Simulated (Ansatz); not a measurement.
Here is the system:

W (bcc, W type), conventional cell a = b = c = 3.184 Å, α = β = γ = 90.00°. The calculation uses the primitive cell of 1 atom, to which meshes and values per cell refer.

The volume is varied about the relaxed value V₀ at fixed cell shape. Symmetry pins the atoms to their sites.

Calculation: PBE (plane waves to 420 eV, PAW, scalar-relativistic; Ansatz, a program for electronic structure). k mesh 20×20×20 (Γ-centred), Fermi-Dirac smearing 0.05 eV. Energies are smeared free energies. Stress and pressure are positive under compression. Spin-orbit coupling is left out, though W is heavy. W is run without spin polarisation. W was relaxed with its symmetry unable to fall. ΔE is measured from the relaxed starting cell.

The scan covers V/V₀ from 0.900 to 1.100 in 9 points.

Question: What is ΔE at V/V₀ = 0.900?

Answer: 184 meV/atom.

Question: What is ΔE at V/V₀ = 1.100?

Answer: 130 meV/atom.

Question: What pressure does the cell carry at V/V₀ = 0.900?

Answer: 39.9 GPa.

(Under strain, the slope of the energy per volume gives the stress and its curvature an elastic modulus.)
